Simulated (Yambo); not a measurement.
BSE-type run in Yambo on Cs2O (space group R-3m, No. 166) under isotropic strain of -1.5 % on all lattice vectors, at zero momentum.

Quantum ESPRESSO step (PBEsol, PseudoDojo standard norm-conserving files, scalar-relativistic):
```
&CONTROL
  calculation = 'nscf'
  pseudo_dir = './pseudo'
  outdir = './out'
/
&SYSTEM
  ibrav = 0
  nat = 3
  ntyp = 2
  ecutwfc = 84.0
  ecutrho = 336.0
  occupations = 'fixed'
  force_symmorphic = .true.
  nbnd = 54
/
&ELECTRONS
  conv_thr = 3.0000000000000004e-09
  diago_full_acc = .true.
  diago_thr_init = 1e-08
/
ATOMIC_SPECIES
O 15.9990 O.upf
Cs 132.9055 Cs.upf
CELL_PARAMETERS angstrom
  2.020990117173   1.166819188179   6.786374527258
 -2.020990117173   1.166819188179   6.786374527258
  0.000000000000  -2.333638376358   6.786374527258
ATOMIC_POSITIONS crystal
O   0.000000000000   0.000000000000   0.000000000000
Cs   0.258301461700   0.258301461700   0.258301461700
Cs   0.741698538300   0.741698538300   0.741698538300
K_POINTS automatic
6 6 6 0 0 0
```

Yambo input:
```
rim_cut
optics
bse
bss
dipoles
em1s
RandQpts= 1000000
RandGvec= 1 Ry
FFTGvecs= 40 Ry
Chimod= "HARTREE"
BSKmod= "SEX"
BSEmod= "resonant"
BSSmod= "hs"
BSENGexx= 15 Ry
BSENGBlk= 4 Ry
% KfnQP_E
 0.714 | 1.0 | 1.0 |
%
% BSEQptR
 1 | 1 |
%
% BSEBands
 10 | 21 |
%
% BEnRange
 0.0 | 9.6 | eV
%
% BDmRange
 0.15 | 0.15 | eV
%
BEnSteps= 192
% BLongDir
 1.0 | 0.0 | 0.0 |
%
BSHayTrs= -0.02
BSSNEig= 24
WRbsWF
% BndsRnXs
 1 | 49 |
%
NGsBlkXs= 4 Ry
% LongDrXs
 1.0 | 1.0 | 1.0 |
%
```

From the report:

The dimension is k points × valence × conduction bands = 216 × 3 × 9 = 5832.
```
   [SLEPC] Approach                          : Krylov-Schur
   [SLEPC] Number of requested eigenvalues   :  24
   [SLEPC] Number of eigenvalues        [NEV]:  24
    [K] Dimension                                    :   5832
    [K] Bands                                        :  10  21
    [K] Exchange res                                 : yes
    [K] Correlation res                              : yes
    [K] W interaction is bare                        : no
    [K] RL vectors exchange                          :   663
    [K] RL vectors correlation                       :   99
    [W] Matrix size                                  :   99
    [W] Bands                                        :    1   49
    [W] Coulomb Cutoff                               : none
    [W] Hxc Kernel                                   : HARTREE
```

Geometry strained from the cell relaxed with PBEsol, atoms relaxed again.
